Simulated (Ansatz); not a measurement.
# Compressing ScPdGe: a fit and a missing row

ScPdGe, P-62m, a = 6.710 Å, c = 3.945 Å. The structure is a Materials Project entry; whether it is the stable form wasn't checked. Ansatz: r2SCAN, PAW, 500 eV, Γ-centred 6×6×10 mesh on 9 atoms, Gaussian smearing 0.10 eV; no spin polarisation. Shape and atoms are relaxed at each volume; pressure is positive in compression.

```tsv
V (Å³/atom)	P (GPa)
15.041	22.48
15.554	15.37
16.067	9.37
16.580	?
17.092	0.00
17.605	-3.63
18.118	-6.70
18.802	-10.05
```

Question: Take V0 = 17.092 Å³/atom, fit the third-order Birch–Murnaghan form to the other rows, and predict the missing pressure.

Answer: With the Eulerian strain f = ½[(V0/V)^(2/3) − 1] and y = P/[3f(1 + 2f)^(5/2)], the form is the line y = B0 + 1.5 B0 (B0′ − 4) f. Rows (f, y): 0.04448, 136.1; 0.03244, 135.0; 0.02105, 133.8; -0.00976, 130.2; -0.01906, 129.1; -0.03080, 127.5. Means f = 0.006392, y = 131.95; Σ(Δf)² = 0.004636, ΣΔfΔy = 0.5309; the slope is their ratio. y = 131.2 + 114.5 f GPa, so B0 = 131.2 GPa and B0′ = 4 + 2 × (114.5)/(3 × 131.2) = 4.58. At V = 16.580, f = 0.01024, y = 132.37 and P = 4.28 GPa. The run gave 4.29 GPa, so the fit is 0.01 GPa too low, within the rms miss on the fitted rows (0.01 GPa).

Cost: 8 runs of about 26 core-minutes in all, on Oxide Virtual Turin-like Processor (Zen 5) (shared hosts).